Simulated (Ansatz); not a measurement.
# Electric field gradients in HfSi₇

Theory: DFT PBEsol, scalar-relativistic, plane waves, PAW (Ansatz). Plane waves to 420 eV; Γ-centred k mesh 6×6×6; Fermi-Dirac smearing of 0.15 eV. No spin polarisation.

The cell, relaxed at this level:
```xyz
8
Lattice="5.5944 0.0000 0.0000 0.0000 5.5944 0.0000 0.0000 0.0000 5.5944" Properties=species:S:1:pos:R:3 pbc="T T T"
Hf    0.0000    0.0000    0.0000
Si    1.4826    1.4826    1.4826
Si    0.0000    2.7972    2.7972
Si    2.7972    2.7972    0.0000
Si    2.7972    0.0000    2.7972
Si    4.1118    1.4826    4.1118
Si    4.1118    4.1118    1.4826
Si    1.4826    4.1118    4.1118
```

The cell was built by swapping an element in a database structure (itself possibly hypothetical) and relaxing; it need not be the stable form of this composition. In a metal these results depend on the k mesh and the smearing. Spin–orbit coupling is left out, which matters for gradients at heavy nuclei.

Question: Give V_zz (10²¹ V/m²) and the asymmetry η at each distinct site.

Answer:
```
       atom V_zz                 η
Hf (atom 1)  0.000  zero by symmetry
Si (atom 2)  -4.30              0.00
Si (atom 3)  -1.21              0.00
```

Cost: 1 run of about 0.16 core-minutes, on Arm Neoverse V2 (shared hosts).